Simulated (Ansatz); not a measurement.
TiAl₂:
```
CELL_PARAMETERS angstrom
      1.95624    -6.03574     0.00000
      1.95624     6.03574     0.00000
      0.00000     0.00000     3.99230
ATOMIC_POSITIONS crystal
  Al 0.00000 0.00000 0.00000
  Al 0.82745 0.17255 0.50000
  Al 0.17255 0.82745 0.50000
  Ti 0.65644 0.34356 0.00000
  Ti 0.34356 0.65644 0.00000
  Al 0.50000 0.50000 0.50000
```

Relaxed with r²SCAN. Special points in fractions of this cell's reciprocal vectors: Γ (0.000, 0.000, 0.000); Y (-0.500, 0.500, 0.000); C0 (-0.276, 0.724, 0.000); Σ0 (0.276, 0.276, 0.000); Z (0.000, 0.000, 0.500); A0 (0.276, 0.276, 0.500); E0 (-0.276, 0.724, 0.500); T (-0.500, 0.500, 0.500); S (0.000, 0.500, 0.000); R (0.000, 0.500, 0.500).

Q: List the band energies nearest the Fermi level at these points for DFT-r²SCAN in the program Ansatz with PAW potentials.

A: In eV from the Fermi level; about four levels below and three above (degenerate sets whole), none deeper than 8.9 eV; points with the same levels are listed once.

| k | below | above |
|---|---|---|
| Γ | -1.78 -0.81 -0.64 -0.46 | 0.41 0.58 0.83 |
| Y | -1.93 -1.38 -0.78 -0.65 | 0.26 1.22 1.23 |
| C0 | -1.62 -1.24 -1.15 -0.36 | 1.01 1.10 1.19 |
| Z | -2.80 -1.64 -0.89 -0.28 | 0.02 0.73 1.19 |
| A0 | -2.27 -1.32 -0.84 -0.82 | 1.27 1.44 1.48 |
| T | -2.31 -2.14 -2.11 -0.95 | 0.10 0.95 1.09 |
| S | -1.79 -1.36 -1.03 -0.33 | 0.90 1.23 1.43 |
| R | -1.92 -1.62 -1.22 -0.66 | 1.44 1.45 1.48 |

Space group Cmmm. The workflow started from an entry of the Crystallography Open Database (COD). Its standing as an ambient phase is unchecked. Symmetry was held in the r²SCAN relaxation; its stability against distortions is not shown here. No spin polarisation was allowed.

Potentials: the later of the program's two PAW sets.
